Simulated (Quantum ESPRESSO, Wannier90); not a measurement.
## Wannierisation of BeTe (zinc blende)

Materials Project entry mp-252; symmetrised, unrelaxed at this level. COD (Crystallography Open Database) has an entry of this formula and space group (matched by these alone). Method: PBE plane waves in Quantum ESPRESSO 7.5 (PseudoDojo norm-conserving files, 71 Ry, no spin polarisation, no spin-orbit coupling), Bloch states on a 10×10×10 mesh through Γ, Wannier90 4.0.1. Density: 10×10×10 mesh, cold smearing 0.01 Ry. Spin-orbit coupling is left out although heavy elements are present.

On the energy scale of pw.x, whose zero is arbitrary, the valence-band maximum lies at 7.51 eV.

Input w.win:

```
num_bands = 15
num_wann = 5
exclude_bands = 1-6
num_iter = 800
conv_tol = 1.0e-6
conv_window = 4
dis_num_iter = 1000
dis_conv_tol = 1.0e-6
dis_froz_max = 10.18
write_hr = true
write_u_matrices = true
auto_projections = true
begin unit_cell_cart
ang
    0.0000000000    2.8314600000    2.8314600000
    2.8314600000    0.0000000000    2.8314600000
    2.8314600000    2.8314600000    0.0000000000
end unit_cell_cart
begin atoms_frac
Be   0.0000000000  0.0000000000  0.0000000000
Te   0.2500000000  0.2500000000  0.2500000000
end atoms_frac
mp_grid = 10 10 10
begin kpoints
0.0000000000 0.0000000000 0.0000000000
0.0000000000 0.0000000000 0.1000000000
0.0000000000 0.0000000000 0.2000000000
... (997 more lines: the 10x10x10 mesh through Gamma)
end kpoints
```

Input of pw2wannier90.x that gives the overlap and projection files (equivalent; here they were cut from one run over all bands):

```
&inputpp
  outdir = './out'
  prefix = 'pwscf'
  seedname = 'w'
  write_amn = .true.
  write_mmn = .true.
  atom_proj = .true.
  atom_proj_exclude = 1 3 4 5 6 7
/
```

Output w.wout (banner and timings cut):

```
                                    ------
                                    SYSTEM
                                    ------

                              Lattice Vectors (Ang)
                    a_1     0.000000   2.831460   2.831460
                    a_2     2.831460   0.000000   2.831460
                    a_3     2.831460   2.831460   0.000000

                   Unit Cell Volume:      45.40057  (Ang^3)

                        Reciprocal-Space Vectors (Ang^-1)
                    b_1    -1.109531   1.109531   1.109531
                    b_2     1.109531  -1.109531   1.109531
                    b_3     1.109531   1.109531  -1.109531

 *----------------------------------------------------------------------------*
 |   Site       Fractional Coordinate          Cartesian Coordinate (Ang)     |
 +----------------------------------------------------------------------------+
 | be   1   0.00000   0.00000   0.00000   |    0.00000   0.00000   0.00000    |
 | te   1   0.25000   0.25000   0.25000   |    1.41573   1.41573   1.41573    |
 *----------------------------------------------------------------------------*
                                ------------
                                K-POINT GRID
                                ------------

             Grid size = 10 x 10 x 10      Total points = 1000

 *---------------------------------- MAIN ------------------------------------*
 |  Number of Wannier Functions               :                 5             |
 |  Number of Objective Wannier Functions     :                 5             |
 |  Number of input Bloch states              :                15             |
 |  Output verbosity (1=low, 5=high)          :                 1             |
 |  Timing Level (1=low, 5=high)              :                 1             |
 |  Optimisation (0=memory, 3=speed)          :                 3             |
 |  Length Unit                               :               Ang             |
 |  Post-processing setup (write *.nnkp)      :                 F             |
 |  Using Gamma-only branch of algorithms     :                 F             |
 *----------------------------------------------------------------------------*
 *------------------------------- WANNIERISE ---------------------------------*
 |  Total number of iterations                :               800             |
 |  Number of CG steps before reset           :                 5             |
 |  Trial step length for line search         :             2.000             |
 |  Convergence tolerence                     :         0.100E-05             |
 |  Convergence window                        :                 4             |
 |  Iterations between writing output         :                 1             |
 |  Iterations between backing up to disk     :               100             |
 |  Write r^2_nm to file                      :                 F             |
 |  Write xyz WF centres to file              :                 F             |
 |  Write on-site energies <0n|H|0n> to file  :                 F             |
 |  Use guiding centre to control phases      :                 F             |
 |  Use phases for initial projections        :                 F             |
 *----------------------------------------------------------------------------*
 *------------------------------- DISENTANGLE --------------------------------*
 |  Using band disentanglement                :                 T             |
 |  Total number of iterations                :              1000             |
 |  Mixing ratio                              :             0.500             |
 |  Convergence tolerence                     :         1.000E-06             |
 |  Convergence window                        :                 3             |
 *----------------------------------------------------------------------------*
 *-------------------------------- PLOTTING ----------------------------------*
 |  Plotting Hamiltonian in WF basis          :                 T             |
 *----------------------------------------------------------------------------*

 *---------------------------------- K-MESH ----------------------------------*
 +----------------------------------------------------------------------------+
 |                    Distance to Nearest-Neighbour Shells                    |
 |                    ------------------------------------                    |
 |          Shell             Distance (Ang^-1)          Multiplicity         |
 |          -----             -----------------          ------------         |
 |             1                   0.192176                      8            |
 |             2                   0.221906                      6            |
 |             3                   0.313823                     12            |
 |             4                   0.367990                     24            |
 |             5                   0.384353                      8            |
 |             6                   0.443812                      6            |
 |             7                   0.483633                     24            |
 |             8                   0.496197                     24            |
       ... (lines left out)
 +----------------------------------------------------------------------------+
 | The b-vectors are chosen automatically                                     |
 | The following shells are used:                       1                     |
 +----------------------------------------------------------------------------+
 |                        Shell   # Nearest-Neighbours                        |
 |                        -----   --------------------                        |
 |                          1               8                                 |
 +----------------------------------------------------------------------------+
 | Completeness relation is fully satisfied [Eq. (B1), PRB 56, 12847 (1997)]  |
 +----------------------------------------------------------------------------+
 |                  b_k Vectors (Ang^-1) and Weights (Ang^2)                  |
 |                  ----------------------------------------                  |
 |            No.         b_k(x)      b_k(y)      b_k(z)        w_b           |
 |            ---        --------------------------------     --------        |
 |             1         0.110953    0.110953   -0.110953    10.153859        |
 |             2         0.110953   -0.110953    0.110953    10.153859        |
 |             3        -0.110953    0.110953    0.110953    10.153859        |
 |             4         0.110953    0.110953    0.110953    10.153859        |
 |             5        -0.110953   -0.110953    0.110953    10.153859        |
 |             6        -0.110953    0.110953   -0.110953    10.153859        |
 |             7         0.110953   -0.110953   -0.110953    10.153859        |
 |             8        -0.110953   -0.110953   -0.110953    10.153859        |
 +----------------------------------------------------------------------------+
 |                           b_k Directions (Ang^-1)                          |
 |                           -----------------------                          |
 |            No.           x           y           z                         |
 |            ---        --------------------------------                     |
 |             1         0.110953    0.110953   -0.110953                     |
 |             2         0.110953   -0.110953    0.110953                     |
 |             3        -0.110953    0.110953    0.110953                     |
 |             4         0.110953    0.110953    0.110953                     |
 +----------------------------------------------------------------------------+

 Starting a new Wannier90 calculation ...

 Reading overlaps from w.mmn

 Reading projections from w.amn

 *------------------------------- DISENTANGLE --------------------------------*
 +----------------------------------------------------------------------------+
 |                              Energy  Windows                               |
 |                              ---------------                               |
 |                   Outer:   -4.67956  to   26.35532  (eV)                   |
 |                   Inner:   -4.67956  to   10.18000  (eV)                   |
 +----------------------------------------------------------------------------+
   Number of target bands to extract:    5

                   Unitarised projection of Wannier functions
                   ------------------------------------------
   A_mn = <psi_m|g_n> --> S = A.A^+ --> U = S^-1/2.A
   In dis_project... done
   Using an inner window (linner = T)
   In dis_proj_froz... done

                   Extraction of optimally-connected subspace
                   ------------------------------------------
 +---------------------------------------------------------------------+<-- DIS
 |  Iter     Omega_I(i-1)      Omega_I(i)      Delta (frac.)           |<-- DIS
 +---------------------------------------------------------------------+<-- DIS
       1      15.16485550      14.88347481       1.891E-02    <-- DIS
       2      14.77708773      14.76748993       6.499E-04    <-- DIS
       3      14.75264446      14.70193966       3.449E-03    <-- DIS
       4      14.69707678      14.65205624       3.073E-03    <-- DIS
       5      14.64711195      14.61162004       2.429E-03    <-- DIS
       6      14.60577458      14.57746678       1.942E-03    <-- DIS
       ... (lines left out)
     101      13.78687529      13.78523507       1.190E-04    <-- DIS
       ... (lines left out)
     201      13.55176272      13.55046508       9.576E-05    <-- DIS
       ... (lines left out)
     301      13.34560817      13.33826187       5.508E-04    <-- DIS
       ... (lines left out)
     401      12.56030902      12.54125215       1.520E-03    <-- DIS
       ... (lines left out)
     501      11.68507225      11.67628481       7.526E-04    <-- DIS
       ... (lines left out)
     601      11.21734980      11.21369219       3.262E-04    <-- DIS
       ... (lines left out)
     701      11.03429410      11.03348993       7.288E-05    <-- DIS
       ... (lines left out)
     801      10.99021195      10.99012405       7.999E-06    <-- DIS
       ... (lines left out)
     860      10.98304943      10.98303891       9.584E-07    <-- DIS
     861      10.98297374      10.98296378       9.065E-07    <-- DIS
     862      10.98289911      10.98288971       8.559E-07    <-- DIS

             <<<      Delta < 1.000E-06  over  3 iterations     >>>
             <<< Disentanglement convergence criteria satisfied >>>

        Final Omega_I    10.98288971 (Ang^2)

 +----------------------------------------------------------------------------+

 Writing checkpoint file w.chk... done

 *------------------------------- WANNIERISE ---------------------------------*
 +--------------------------------------------------------------------+<-- CONV
 | Iter  Delta Spread     RMS Gradient      Spread (Ang^2)            |<-- CONV
 +--------------------------------------------------------------------+<-- CONV

 ------------------------------------------------------------------------------
 Initial State
  WF centre and spread    1  (  0.044538, -0.139556,  0.091094 )    36.48223597
  WF centre and spread    2  (  1.458477,  1.369340,  1.461286 )     3.90707936
  WF centre and spread    3  (  1.321425,  1.487575,  1.409507 )     7.04841700
  WF centre and spread    4  (  1.405758,  1.485642,  1.343317 )     7.09832517
  WF centre and spread    5  (  1.320521,  1.405881,  1.344400 )     7.06656760
  Sum of centres and spreads (  5.550719,  5.608882,  5.649604 )    61.60262509

      0     0.616E+02     0.0000000000       61.6026250891  <-- CONV
        O_D=     25.6618211 O_OD=     24.9579143 O_TOT=     61.6026251 <-- SPRD
 ------------------------------------------------------------------------------
      1    -0.931E+01     4.2728282586       52.2898960669  <-- CONV
        O_D=     13.9003469 O_OD=     27.4066594 O_TOT=     52.2898961 <-- SPRD
      2    -0.264E+01     2.5533875441       49.6515819510  <-- CONV
        O_D=     11.5202388 O_OD=     27.1484534 O_TOT=     49.6515820 <-- SPRD
      3    -0.335E+01     1.7066012230       46.3013151259  <-- CONV
        O_D=      9.5860610 O_OD=     25.7323644 O_TOT=     46.3013151 <-- SPRD
      4    -0.180E+00     3.7549038963       46.1212925694  <-- CONV
        O_D=      9.4211586 O_OD=     25.7172443 O_TOT=     46.1212926 <-- SPRD
      5    -0.386E+00     1.9510996885       45.7356063733  <-- CONV
        O_D=      9.1497836 O_OD=     25.6029331 O_TOT=     45.7356064 <-- SPRD
       ... (lines left out)
    100    -0.255E-03     0.0098666196       13.0123119097  <-- CONV
        O_D=      0.0871458 O_OD=      1.9422764 O_TOT=     13.0123119 <-- SPRD
       ... (lines left out)
    200    -0.755E-02     0.0503771045       12.6638266860  <-- CONV
        O_D=      0.0836787 O_OD=      1.5972583 O_TOT=     12.6638267 <-- SPRD
       ... (lines left out)
    300    -0.130E-03     0.0068949838       12.3169785039  <-- CONV
        O_D=      0.0758158 O_OD=      1.2582730 O_TOT=     12.3169785 <-- SPRD
       ... (lines left out)
    377    -0.791E-06     0.0005480325       12.3152742663  <-- CONV
        O_D=      0.0757628 O_OD=      1.2566217 O_TOT=     12.3152743 <-- SPRD
    378    -0.811E-06     0.0004930552       12.3152734555  <-- CONV
        O_D=      0.0757628 O_OD=      1.2566209 O_TOT=     12.3152735 <-- SPRD
    379    -0.738E-06     0.0007431548       12.3152727173  <-- CONV
        O_D=      0.0757627 O_OD=      1.2566203 O_TOT=     12.3152727 <-- SPRD
             <<<     Delta < 1.000E-06  over  4 iterations     >>>
             <<< Wannierisation convergence criteria satisfied >>>
 Final State
  WF centre and spread    1  (  0.554616, -0.591147,  0.575212 )     3.89855314
  WF centre and spread    2  (  1.889937,  0.937729,  1.894132 )     1.95413273
  WF centre and spread    3  (  1.780578,  1.961788,  0.866386 )     2.16587990
  WF centre and spread    4  (  0.865210,  1.038033,  0.869929 )     2.14515376
  WF centre and spread    5  (  0.864761,  1.965652,  1.789772 )     2.15155319
  Sum of centres and spreads (  5.955103,  5.312055,  5.995431 )    12.31527272

         Spreads (Ang^2)       Omega I      =    10.982889707
        ================       Omega D      =     0.075762749
                               Omega OD     =     1.256620261
    Final Spread (Ang^2)       Omega Total  =    12.315272717
```
